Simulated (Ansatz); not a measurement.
Relaxed-ion elastic tensor of MoS2 (fluorite, Fm-3m) in GPa (Voigt order), DFT-r²SCAN in the program Ansatz with PAW potentials; density 5.27 g/cm³, 16.82 Å³ per atom.

```tsv
	1	2	3	4	5	6
1	198	115	115	0.0	0.0	0.0
2	115	198	115	0.0	0.0	0.0
3	115	115	198	0.0	0.0	0.0
4	0.0	0.0	0.0	14.2	0.0	0.0
5	0.0	0.0	0.0	0.0	14.2	0.0
6	0.0	0.0	0.0	0.0	0.0	14.2
```

Is the crystal mechanically stable?

Yes: the smallest eigenvalue of C is 14.2 GPa.

Work out the Voigt, Reuss and Hill averages.

K_V = 143, K_R = 143, K_H = 143; G_V = 25.1, G_R = 19.2, G_H = 22.2 GPa.

Give Young's modulus, Poisson's ratio, Pugh's ratio and the universal anisotropy index.

E = 9KG/(3K + G) = 63.2 GPa; ν = 0.43; K/G = 6.44 (ductile by the Pugh limit of 1.75); A_U = 5G_V/G_R + K_V/K_R − 6 = 1.51.

Estimate the sound speeds and the Debye temperature.

v_l = √((K + 4G/3)/ρ) = 5720 m/s, v_t = √(G/ρ) = 2050 m/s, mean 2330 m/s; Θ = (h/k)(3n/4πV)^(1/3) v_m = 271 K.

Give the Zener ratio and Young's modulus along [100], [110] and [111].

A = 2C44/(C11 − C12) = 0.34; 1/E = S11 − 2(S11 − S12 − S44/2)Γ with Γ = 0, 1/4, 1/3 gives 113, 49.0, 41.2 GPa.

Solve the Christoffel equation for the three sound speeds along [100], [110], [111].

Eigenvalues of C_ijkl n_j n_l equal ρv². In km/s, slowest first: [100] 1.64, 1.64, 6.13; [110] 1.64, 2.80, 5.69; [111] 2.48, 2.48, 5.54.

The cell is a constructed one: a structure type filled with these elements; neither database checked (COD, Materials Project) lists it. It is not the phase usual at ambient conditions (space group No. 160, 194). The cell was relaxed with r²SCAN under the symmetry of its start; its stability against distortions is not shown here. No spin polarisation was allowed. As this level gives no gap, shear constants depend on the k-mesh and smearing (Fermi–Dirac, 0.1 eV here). On the denser mesh and wider smearing of the elastic run this cell carries a stress of 0.4 GPa.

Potentials: the earlier of the program's two PAW sets.
